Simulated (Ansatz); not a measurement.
Fields on a plane of YOF (space group R-3m)

```xyz
6
Lattice="1.8871 1.0895 6.2728 -1.8871 1.0895 6.2728 0.0000 -2.1790 6.2728" Properties=species:S:1:pos:R:3 pbc="T T T"
Y      0.0000     0.0000    13.9493
Y      0.0000     0.0000     4.8691
O      0.0000     0.0000    11.6961
O      0.0000     0.0000     7.1223
F      0.0000     0.0000     2.4492
F      0.0000     0.0000    16.3692
```

The slice is a (-1 1 0 4) plane (indices of the conventional cell) through the point (0.379, 0.379, 0.379) (fractional), spanned by u = [1 0 -1] and v = [1 -1 1] in vectors of this cell: u (3.77 Å) and v (7.64 Å, at 90° to u). It covers one period; positions are fractions (u, v).

Atoms on it: O at (0.50, 0.74), 0.1 Å off the plane; O at (0.00, 0.00); F at (0.50, 0.25); F at (0.00, 0.48), 0.1 Å off the plane. Other atoms lie within 1 Å of the plane.

Level of theory: PBEsol (plane waves to 420 eV, PAW, scalar-relativistic; Ansatz, an electronic-structure program). k mesh 10×10×10. These are valence fields of a PAW run, semicore shells included where kept as valence: close to a nucleus they are smooth pseudo fields. YOF is run without spin polarisation. YOF was relaxed with its symmetry unable to fall.

```
|xxxxxxxx66331100113366xxxxxx|
|xxxxxx887755222222557788xxxx|
|xxxx8899886655555566889988xx|
|7777888888887766778888888877|
|4455668888xxxxxxxxxx88886655|
|22335577xxxxxxxxxxxxxx775533|
|11225577xxxxxxxxxxxxxx775522|
|22335577xxxxxxxxxxxxxx775533|
|4455668888xxxxxxxxxx88886655|
|6677889999xxxxxxxxxx99998877|
|8888889999997777779999998888|
|xxxxxx998877776677778899xxxx|
|xxxxxx888866554455668888xxxx|
|xxxxxxxx77664444446677xxxxxx|
|xxxxxxxx88665555556688xxxxxx|
|xxxxxx888877776677778888xxxx|
|xxxxxx999999887788999999xxxx|
|888899999988xxxxxx8899999988|
|8888889999xxxxxxxxxx99998888|
|66777788xxxxxxxxxxxxxx887777|
|55667788xxxxxxxxxxxxxx887766|
|55667788xxxxxxxxxxxxxx887766|
|7777888888xxxxxxxxxx88888877|
|888899999988xxxxxx8899999988|
|xxxx8899998877667788999988xx|
|xxxxxx888866554455668888xxxx|
|xxxxxxxx77552211225577xxxxxx|
|xxxxxxxx66331100113366xxxxxx|
```
Scale: ten equal steps from 0.70 (start of '0') to 8.90 (end of '9'), in the order '0123456789'. Values: electrostatic potential energy of an electron, from the cell's mean, in eV. The map has 14 points along u (two characters each, u = 0 at the left) and 28 along v (v = 0 in the bottom row). Points within 0.9 Å of a nucleus are blanked (x), as the pseudised field means little there. The zero, the cell's mean, hangs on the PAW cores.

```
v \ u  0.00  0.14  0.29  0.43  0.57  0.71  0.86
-----  ----  ----  ----  ----  ----  ----  ----
0.93   0.81  0.78  0.15  0.05  0.05  0.15  0.78
0.86   0.34  0.16  0.14  0.54  0.54  0.14  0.16
0.79   0.05  0.06  0.68  0.78  0.78  0.68  0.06
0.71   0.04  0.08  0.76     x     x  0.76  0.08
0.64   0.08  0.05  0.40  0.80  0.80  0.40  0.05
0.57   0.79  0.59  0.05  0.12  0.12  0.05  0.59
0.50      x  0.82  0.22  0.02  0.02  0.22  0.82
0.43   0.78  0.79  0.12  0.03  0.03  0.12  0.79
0.36   0.52  0.17  0.10  0.68  0.68  0.10  0.17
0.29   0.02  0.03  0.67     x     x  0.67  0.03
0.21   0.03  0.03  0.63  0.76  0.76  0.63  0.03
0.14   0.43  0.19  0.09  0.58  0.58  0.09  0.19
0.07   0.82  0.79  0.19  0.03  0.03  0.19  0.79
0.00      x  0.81  0.34  0.08  0.08  0.34  0.81
```

Values: electron localisation function (ELF). Points within 0.4 Å of a nucleus are blanked (x), as the pseudised field means little there.
